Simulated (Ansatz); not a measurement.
**Sr₂Mg: do energies and stresses tell the same story?**

Method: DFT r2SCAN, scalar-relativistic, plane waves, PAW (Ansatz).

Cutoff 500 eV; k points 14×14×14 on the computed 3-atom cell (Γ-centred); Gaussian smearing, width 0.10 eV; no spin polarisation.

Relaxed cell: I4/mmm, a = 4.228 Å, b = 4.228 Å, c = 14.617 Å, α = 90.00°, β = 90.00°, γ = 90.00°, 3 atoms in the primitive cell. Whether it is the stable form of this composition wasn't checked.

Energies at zero smearing and pressures from the stress tensor, at volumes with shape and atoms relaxed:
| V (Å³/atom) | E − E(first) (meV/atom) | P (GPa) |
| --- | --- | --- |
| 40.934 | 0.00 | 1.103 |
| 42.240 | -6.44 | 0.508 |
| 43.547 | -8.33 | -0.014 |
| 44.853 | -6.23 | -0.475 |
| 46.160 | -0.66 | -0.875 |

Task: Check P = −dE/dV between neighbouring volumes, and get the bulk modulus from the pressures alone.

Result: With 1 eV/Å³ = 160.2 GPa:
| middle V (Å³/atom) | −ΔE/ΔV (GPa) | mean P (GPa) |
| --- | --- | --- |
| 41.587 | 0.789 | 0.805 |
| 42.894 | 0.232 | 0.247 |
| 44.200 | -0.257 | -0.245 |
| 45.506 | -0.683 | -0.675 |

The two differ by 0.016 GPa at most. The mean of two end pressures misses the average over a step by about ΔV² P″/12, up to 0.007 GPa here; with that taken off 0.009 GPa remains. Around V = 43.547 Å³/atom, the two neighbours give B = −V ΔP/ΔV = 43.547 × 0.982 / 2.613 = 16.4 GPa, against B0 = 16.3 GPa from the Birch–Murnaghan fit of the energies.

Cost: 6 runs of about 11 core-minutes in all, on Intel Xeon 6975P-C (Granite Rapids) (shared hosts).